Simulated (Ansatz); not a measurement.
Si₃P₄:
```
CELL_PARAMETERS angstrom
     -4.04275     4.04275     4.04275
      4.04275    -4.04275     4.04275
      4.04275     4.04275    -4.04275
ATOMIC_POSITIONS crystal
  Si 0.25000 0.62500 0.37500
  Si 0.75000 0.87500 0.12500
  Si 0.37500 0.25000 0.62500
  Si 0.12500 0.75000 0.87500
  Si 0.62500 0.37500 0.25000
  Si 0.87500 0.12500 0.75000
  P  0.00975 0.00975 0.00975
  P  0.50000 0.00000 0.49025
  P  0.00000 0.49025 0.50000
  P  0.49025 0.50000 0.00000
  P  0.50975 0.50975 0.50975
  P  0.50000 0.00000 0.99025
  P  0.99025 0.50000 0.00000
  P  0.00000 0.99025 0.50000
```

Relaxed with PBE. Special points in fractions of this cell's reciprocal vectors: Γ (0.000, 0.000, 0.000); H (0.500, -0.500, 0.500); N (0.000, 0.000, 0.500); P (0.250, 0.250, 0.250).

Question: List the band energies nearest the Fermi level at these points for the program Ansatz at the PBE level (PAW).

Answer: In eV from the Fermi level; about four levels below and three above (degenerate sets whole), none deeper than 8.9 eV; points with the same levels are listed once.

| k | below | above |
|---|---|---|
| Γ | -1.52 -1.52 -1.52 -0.99 | 0.01 0.01 0.12 0.12 0.12 |
| H | -2.10 -2.10 -2.10 -2.10 -2.10 -2.10 -1.14 -1.14 | 1.32 1.32 1.32 1.32 1.32 1.32 |
| N | -1.15 -1.15 -0.20 -0.20 | 1.26 1.26 1.69 1.69 |
| P | -0.69 -0.69 -0.69 -0.69 | 2.03 2.03 2.03 2.03 |

Space group I-43d. A made-up cell: these elements were put on the sites of a structure type; neither database checked (COD, Materials Project) lists it. Whether it is the stable phase at ambient conditions was not checked. The PBE relaxation kept the symmetry of its start; its stability against distortions is not shown here.

Potentials: the earlier of the program's two PAW sets.
